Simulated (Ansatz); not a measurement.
ZnO in space group P6_3mc (No. 186; Zn on 2a, Zn on 2b, O on 2a, O on 2b), PBEsol in the plane-wave PAW code Ansatz. The conduction-band minimum lies at Γ, with 1 equivalent valley. Second derivatives d²E/dk² of the lowest band at one valley (eV·Å²), along Cartesian directions:

```json
[
 {"direction": "[100]", "d²E/dk²": "61.76"},
 {"direction": "[010]", "d²E/dk²": "61.76"},
 {"direction": "[001]", "d²E/dk²": "60.80"},
 {"direction": "[110]", "d²E/dk²": "61.76"},
 {"direction": "[101]", "d²E/dk²": "61.28"},
 {"direction": "[011]", "d²E/dk²": "61.28"}
]
```

Task: Find the principal effective masses, the density-of-states mass and the conductivity mass.

Result: Off-diagonal terms follow from H_xy = H[110] − (H_xx + H_yy)/2, and m*/mₑ = 7.620 eV·Å² over each eigenvalue: 0.12, 0.12, 0.13. One valley's DOS mass (m₁m₂m₃)^(1/3) = 0.12, conductivity mass 3/(Σ 1/mᵢ) = 0.12 mₑ.

Task: What effective density of states Nc follows at 300 K for parabolic valleys?

Result: Nc = 2.509e19 × 1 × (0.12)^(3/2) ≈ 1.0e18 cm⁻³.

The cell is a constructed one: a structure type filled with these elements. Its sites differ from those of the usual phase in this space group: another stacking or structure type. The PBEsol relaxation kept the symmetry of its start; whether a distortion lowers the energy is not shown.

Potentials: the later of the program's two PAW sets.

Edges and masses are those of Kohn–Sham bands, whose gap is no quasiparticle gap.
